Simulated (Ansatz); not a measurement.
YN (rock salt, space group No. 225), the program Ansatz at the PBE level (PAW). The conduction-band minimum lies at X, with 3 equivalent valleys. Second derivatives d²E/dk² of the lowest band at one valley (eV·Å²), along Cartesian directions:

| direction | d²E/dk² |
|---|---|
| [100] | 5.901 |
| [010] | 69.14 |
| [001] | 69.14 |
| [110] | 37.57 |
| [101] | 37.57 |
| [011] | 69.10 |

Find the principal effective masses, the density-of-states mass and the conductivity mass.

Off-diagonal terms follow from H_xy = H[110] − (H_xx + H_yy)/2, and m*/mₑ = 7.620 eV·Å² over each eigenvalue: 0.11, 0.11, 1.3. One valley's DOS mass (m₁m₂m₃)^(1/3) = 0.25, conductivity mass 3/(Σ 1/mᵢ) = 0.16 mₑ.

What effective density of states Nc follows at 300 K for parabolic valleys?

Nc = 2.509e19 × 3 × (0.25)^(3/2) ≈ 9.4e18 cm⁻³.

Space group Fm-3m (rock salt). The PBE relaxation kept the symmetry of its start. No spin polarisation was allowed. Scalar-relativistic: spin–orbit coupling is off unless named, which matters more the heavier the elements.

Potentials: the later of the program's two PAW sets.

Edges and masses are those of Kohn–Sham bands, whose gap is no quasiparticle gap.
